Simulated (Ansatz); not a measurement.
Relaxed-ion elastic tensor of BP (zinc blende, space group No. 216) in GPa (Voigt order), PBE in the plane-wave PAW code Ansatz; density 2.95 g/cm³, 11.76 Å³ per atom.

```
 339  73.3  73.3   0.0   0.0   0.0
73.3   339  73.3   0.0   0.0   0.0
73.3  73.3   339   0.0   0.0   0.0
 0.0   0.0   0.0   184   0.0   0.0
 0.0   0.0   0.0   0.0   184   0.0
 0.0   0.0   0.0   0.0   0.0   184
```

Is the crystal mechanically stable?

Yes: the smallest eigenvalue of C is 184 GPa.

Work out the Voigt, Reuss and Hill averages.

K_V = 162, K_R = 162, K_H = 162; G_V = 164, G_R = 160, G_H = 162 GPa.

Give Young's modulus, Poisson's ratio, Pugh's ratio and the universal anisotropy index.

E = 9KG/(3K + G) = 364 GPa; ν = 0.13; K/G = 1.00 (brittle by the Pugh limit of 1.75); A_U = 5G_V/G_R + K_V/K_R − 6 = 0.13.

Estimate the sound speeds and the Debye temperature.

v_l = √((K + 4G/3)/ρ) = 11300 m/s, v_t = √(G/ρ) = 7410 m/s, mean 8120 m/s; Θ = (h/k)(3n/4πV)^(1/3) v_m = 1060 K.

Give the Zener ratio and Young's modulus along [100], [110] and [111].

A = 2C44/(C11 − C12) = 1.39; 1/E = S11 − 2(S11 − S12 − S44/2)Γ with Γ = 0, 1/4, 1/3 gives 313, 375, 401 GPa.

Solve the Christoffel equation for the three sound speeds along [100], [110], [111].

Eigenvalues of C_ijkl n_j n_l equal ρv² (piezoelectric stiffening left out). In km/s, slowest first: [100] 7.91, 7.91, 10.73; [110] 6.72, 7.91, 11.51; [111] 7.14, 7.14, 11.76.

Space group F-43m (zinc blende). The PBE relaxation kept the symmetry of its start; phonons on a q-mesh show no instability.

Potentials: the later of the program's two PAW sets.
